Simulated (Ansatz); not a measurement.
Ga4SbP3, ordered on the wurtzite lattice (Pm) with 8 atoms a cell, relaxed with r2SCAN. Space group Pm (No. 6), monoclinic; a = 6.535 Å, b = 3.960 Å, c = 6.865 Å, β = 90.0° in the conventional setting, 22.21 Å³ an atom. Around P lie 4 Ga at 2.39–2.42 Å; around P lie 4 Ga at 2.35–2.41 Å; around P lie 4 Ga at 2.32–2.41 Å; around Sb lie 4 Ga at 2.55–2.60 Å; around Ga lie 3 P at 2.38–2.39 Å and 1 Sb at 2.59 Å; around Ga lie 2 P at 2.32–2.35 Å and 2 Sb at 2.55 Å; around Ga lie 4 P at 2.41–2.42 Å; around Ga lie 3 P at 2.40–2.41 Å and 1 Sb at 2.60 Å.

```
P Sb Ga
1.0
     6.53457    0.00000    0.00233
     0.00000    3.96011    0.00000
     0.00247    0.00000    6.86509
P Sb Ga
3 1 4
Direct
  0.99797 0.00000 0.32598
  0.00270 0.50000 0.83946
  0.49799 0.50000 0.16904
  0.50468 0.00000 0.66480
  0.36361 0.00000 0.31295
  0.36264 0.50000 0.85601
  0.86710 0.50000 0.16608
  0.90332 0.00000 0.66568
```

3 runs of Ansatz on this cell differ in the functional (and in the settings that go with it). Levels are in eV from each run's valence top; v1 is the last filled band, c1 the first empty one.

Run A, mean stress +0.4 GPa (compression positive):
```
point     v4     v3     v2     v1    c1    c2
    Γ  -1.81  -0.86  -0.46   0.00  0.82  1.22
    Z  -3.25  -3.13  -3.04  -2.63  2.55  2.62
    D  -3.33  -3.03  -2.04  -1.56  1.18  1.42
    B  -2.03  -1.82  -1.45  -0.43  1.65  1.86
    A  -2.67  -2.65  -2.58  -0.96  1.96  2.07
    E  -3.16  -2.69  -2.19  -2.13  1.27  1.41
```

Run B, mean stress 0.0 GPa (compression positive):
```
point     v4     v3     v2     v1    c1    c2
    Γ  -1.73  -0.84  -0.45   0.00  0.44  0.82
    Z  -3.11  -2.99  -2.93  -2.55  2.15  2.21
    D  -3.20  -2.94  -1.95  -1.52  0.80  1.03
    B  -1.97  -1.74  -1.44  -0.41  1.21  1.44
    A  -2.60  -2.54  -2.48  -0.93  1.52  1.61
    E  -3.04  -2.58  -2.16  -2.07  0.87  0.99
```

Run C, mean stress +2.3 GPa (compression positive):
```
point     v4     v3     v2     v1    c1    c2
    Γ  -1.65  -0.80  -0.43   0.00  0.09  0.57
    Z  -2.99  -2.88  -2.82  -2.46  1.96  2.01
    D  -3.09  -2.85  -1.87  -1.45  0.58  0.82
    B  -1.89  -1.66  -1.39  -0.39  0.99  1.18
    A  -2.51  -2.43  -2.37  -0.89  1.26  1.36
    E  -2.91  -2.48  -2.08  -1.98  0.64  0.76
```

**Question.** Match the runs to PBE, r2SCAN, HSE06.

**Answer.** A is HSE06, B is r2SCAN, C is PBE. In order of the gap: PBE 0.09, r2SCAN 0.44, HSE06 0.82 eV. The stress vanishes for r2SCAN, which relaxed the cell.

Spin-unpolarised throughout. Whether this structure exists isn't addressed.

No spin-orbit coupling is included; it can move band edges with weight on the heavy atoms by tenths of an eV.

The stress of a hybrid is loosely converged in these runs.

Gaps or overlaps of about a tenth of an eV are at the limit of these meshes: between the points read a gap can be smaller or closed.

The meshes of the hybrids are coarse, so their gaps aren't converged to the digits shown.
